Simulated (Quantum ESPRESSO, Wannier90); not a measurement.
## BaHI (P4/nmm), plane waves to Wannier functions

Materials Project entry mp-23862; symmetrised, unrelaxed at this level. COD (Crystallography Open Database) has an entry of this formula and space group (matched by these alone). Method: PBEsol plane waves in Quantum ESPRESSO 7.5 (PseudoDojo norm-conserving files, 58 Ry, spinors with spin-orbit coupling), Bloch states on a 4×4×4 mesh through Γ, Wannier90 4.0.1. Density: 6×6×4 mesh, cold smearing 0.01 Ry.

```
begin unit_cell_cart
ang
    4.7758100000    0.0000000000    0.0000000000
    0.0000000000    4.7758100000    0.0000000000
    0.0000000000    0.0000000000    7.8002300000
end unit_cell_cart
mp_grid = 4 4 4
```

Which shells of neighbouring k-points and which b-vectors and weights does Wannier90 pick for this cell and mesh?


```
 *---------------------------------- K-MESH ----------------------------------*
 +----------------------------------------------------------------------------+
 |                    Distance to Nearest-Neighbour Shells                    |
 |                    ------------------------------------                    |
 |          Shell             Distance (Ang^-1)          Multiplicity         |
 |          -----             -----------------          ------------         |
 |             1                   0.201378                      2            |
 |             2                   0.328907                      4            |
 |             3                   0.385659                      8            |
 |             4                   0.402756                      2            |
 |             5                   0.465144                      4            |
 |             6                   0.506865                      8            |
 |             7                   0.519993                      8            |
 |             8                   0.604135                      2            |
       ... (lines left out)
 +----------------------------------------------------------------------------+
 | The b-vectors are chosen automatically                                     |
 | The following shells are used:                       1,  2                 |
 +----------------------------------------------------------------------------+
 |                        Shell   # Nearest-Neighbours                        |
 |                        -----   --------------------                        |
 |                          1               2                                 |
 |                          2               4                                 |
 +----------------------------------------------------------------------------+
 | Completeness relation is fully satisfied [Eq. (B1), PRB 56, 12847 (1997)]  |
 +----------------------------------------------------------------------------+
 |                  b_k Vectors (Ang^-1) and Weights (Ang^2)                  |
 |                  ----------------------------------------                  |
 |            No.         b_k(x)      b_k(y)      b_k(z)        w_b           |
 |            ---        --------------------------------     --------        |
 |             1         0.000000    0.000000    0.201378    12.329489        |
 |             2         0.000000    0.000000   -0.201378    12.329489        |
 |             3         0.000000    0.328907    0.000000     4.621940        |
 |             4         0.328907    0.000000    0.000000     4.621940        |
 |             5         0.000000   -0.328907    0.000000     4.621940        |
 |             6        -0.328907    0.000000    0.000000     4.621940        |
```
